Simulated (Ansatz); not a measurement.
TePd (NiAs type, space group No. 194), PBEsol in the plane-wave PAW code Ansatz, all energies at zero smearing, with the estimated change up to a 700 eV cutoff added, with one set of potentials and settings (totals compare only within such a set). Cell of 4 atoms (2 Te, 2 Pd): -27617.846 eV.

| element | reference phase | E (eV/atom) |
|---|---|---|
| Te | P3_121, 3 atoms in the cell | -6901.5142 |
| Pd | Fm-3m, 1 atoms in the cell | -6906.6520 |

Formation energy per atom, worked out: (-27617.846 − 2×(-6901.5142) − 2×(-6906.6520))/4 = -0.378 eV/atom (-37 kJ per mol of atoms), at 0 K, without zero-point energy or fitted corrections.

Space group P6_3/mmc (NiAs type). The first step of the workflow began from a Materials Project structure, measured or hypothetical; the Crystallography Open Database files this formula in space group No. 194, but the cells were not matched. Whether it is the stable phase at ambient conditions was not checked. The PBEsol relaxation kept the symmetry of its start; whether a distortion lowers the energy is not shown. No spin polarisation was allowed. The references are the lowest solids computed at this level, not always the standard phases. Scalar-relativistic: spin–orbit coupling is off unless named, which matters more the heavier the elements.

Potentials: the later of the program's two PAW sets.
